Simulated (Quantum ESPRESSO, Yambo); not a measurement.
Na₃BrO (anti-perovskite, space group Pm-3m, No. 221): one geometry, one set of norm-conserving PBEsol (Quantum ESPRESSO, 88 Ry, without SOC) orbitals, self-energies from Yambo (4×4×4 Γ-centred k mesh, bands 4 to 136 and a 7 Ry block in the screening, 136 bands in G with the Bruneval-Gonze terminator, plasmon pole fitted at 27.2 eV).

```json
[
 {"level": "PBEsol (Quantum ESPRESSO)", "gap Γ → Γ (eV)": "1.96"},
 {"level": "exchange only (Hartree-Fock self-energy on PBEsol orbitals)", "gap Γ → Γ (eV)": "___"},
 {"level": "static COHSEX@PBEsol", "gap Γ → Γ (eV)": "___"},
 {"level": "G0W0@PBEsol, plasmon pole", "gap Γ → Γ (eV)": "3.74"}
]
```

**Question.** Some entries are withheld; supply them.

**Answer.** 
- exchange only (Hartree-Fock self-energy on PBEsol orbitals), gap Γ → Γ (eV): 11.07
- static COHSEX@PBEsol, gap Γ → Γ (eV): 5.02

Bare exchange has no screening and gives the widest gap; static COHSEX screens it but leaves out the frequency dependence, which G0W0 restores.

Nearest settings tried, and what they do to the gap: 6 Ry block (179 vectors against 251): -42 meV. Not varied: bands in G, bands in W, mesh. So the settings aren't converged at that level.

Geometry of the Materials Project entry, not relaxed at this level; primitive cell a = b = c = 4.533 Å, α = β = γ = 90.00°.

The structure is a Materials Project entry; no match was found in the copy of COD used, and its stability was not checked.
